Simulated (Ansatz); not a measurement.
As (hcp type), DFT, PBEsol, PAW with Ansatz's default frozen-core files, scalar-relativistic (Ansatz 0.2.0), on 1 thread of Arm Neoverse V2 (shared host).

Command: `ansatz run input.yaml --threads 1 --pin off --max-ram 2048MiB --backend cpu --events-out ev --progress --plain --runs-dir out`

```yaml
crystal:
  lattice:
    - [2.8248162138, 0.0, 0.0]
    - [-1.4124081069, 2.4463626021, 0.0]
    - [0.0, 0.0, 4.6866696365]
  atoms:
    - { symbol: As, position: [0.3333333333, 0.6666666667, 0.25] }
    - { symbol: As, position: [0.6666666667, 0.3333333333, 0.75] }
kpoints:
  mp_grid: { grid: [14, 14, 8] }
scf:
  occupations: { method: fermi_dirac, width: 0.08 }
hamiltonian:
  xc: pbesol
  pseudopotentials: { kind: paw }
output:
  forces: true
  stress: true
relax:
  f_tol: 0.005
  max_steps: 30
  cell: { stress_tol: 0.06, fix: [volume] }
```

Question: How large is the problem that the program sets up?

Answer: 120 irreducible k-points, 627 plane waves at Γ, 19 bands.

Question: About how long does it take?

Answer: 7.7 s of wall time for 13 SCF iterations over 2 geometries. Times on shared machines scatter by tens of per cent.
